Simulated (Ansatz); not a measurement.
Data:

LaCuGe$_{2}$:
Space group Cmcm (No. 63); a = 4.393 Å, b = 17.263 Å, c = 4.237 Å, α = β = γ = 90.00°

| atom | site | symmetry | x | y | z |
|---|---|---|---|---|---|
| La | 4c | m2m | 0.0000 | 0.1058 | 0.2500 |
| Cu | 4c | m2m | 0.0000 | 0.3215 | 0.2500 |
| Ge | 4c | m2m | 0.0000 | 0.4603 | 0.2500 |
| Ge | 4c | m2m | 0.0000 | 0.2483 | 0.7500 |
(The calculation used a cell of 8 atoms; values per cell refer to that cell.)

This is the r²SCAN-relaxed structure.

All from plane-wave PAW r²SCAN (Ansatz code), unless another level is named. Give the electronic character.

metallic (no gap).

What about the formation energy from the elements (no fitted shifts)?

-0.68 eV/atom.

What about the density of states at the Fermi level?

0.24 states/eV per atom (mean over ±0.08 eV).

The first step of the workflow began from a Materials Project structure, measured or hypothetical; the Crystallography Open Database copy checked does not list it. Its standing as an ambient phase is unchecked. Symmetry was held in the r²SCAN relaxation; its stability against distortions is not shown here. The run is not spin-polarised. The references are the lowest solids computed at this level, not always the standard phases. Scalar-relativistic: spin–orbit coupling is off unless named, which matters more the heavier the elements.

Potentials: the later of the program's two PAW sets.
